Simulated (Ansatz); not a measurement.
YSi2Ir2: do energies and stresses tell the same story?

Computed with Ansatz, DFT PBEsol, scalar-relativistic, plane waves, PAW.

Plane waves to 420 eV, a k mesh through Γ of 10×10×4 on the computed 10-atom cell and Gaussian smearing (0.10 eV); no spin polarisation.

Relaxed cell: P4/nmm, a = 4.091 Å, b = 4.091 Å, c = 9.771 Å, α = 90.00°, β = 90.00°, γ = 90.00°, 10 atoms in the primitive cell.

Energies at zero smearing and pressures from the stress tensor, at volumes with shape and atoms relaxed:
```json
{"V (Å³/atom)": "15.371", "E − E(first) (meV/atom)": "0.00", "P (GPa)": "13.85"}
{"V (Å³/atom)": "15.862", "E − E(first) (meV/atom)": "-30.58", "P (GPa)": "6.36"}
{"V (Å³/atom)": "16.352", "E − E(first) (meV/atom)": "-40.01", "P (GPa)": "0.00"}
{"V (Å³/atom)": "16.843", "E − E(first) (meV/atom)": "-31.51", "P (GPa)": "-5.38"}
{"V (Å³/atom)": "17.334", "E − E(first) (meV/atom)": "-7.83", "P (GPa)": "-9.93"}
```

Task: Check P = −dE/dV between neighbouring volumes, and get the bulk modulus from the pressures alone.

Result: With 1 eV/Å³ = 160.2 GPa:
| middle V (Å³/atom) | −ΔE/ΔV (GPa) | mean P (GPa) |
| --- | --- | --- |
| 15.617 | 9.988 | 10.101 |
| 16.107 | 3.080 | 3.180 |
| 16.598 | -2.776 | -2.686 |
| 17.088 | -7.734 | -7.652 |

The two differ by 0.11 GPa at most. The mean of two end pressures misses the average over a step by about ΔV² P″/12, up to 0.10 GPa here; with that taken off 0.02 GPa remains. Around V = 16.352 Å³/atom, the two neighbours give B = −V ΔP/ΔV = 16.352 × 11.73 / 0.981 = 195.6 GPa, against B0 = 194.7 GPa from the Birch–Murnaghan fit of the energies.

Spin–orbit coupling is left out, which can shift energies with elements as heavy as these.

Cost: 6 runs of about 27 core-minutes in all, on Arm Neoverse V1 (shared hosts).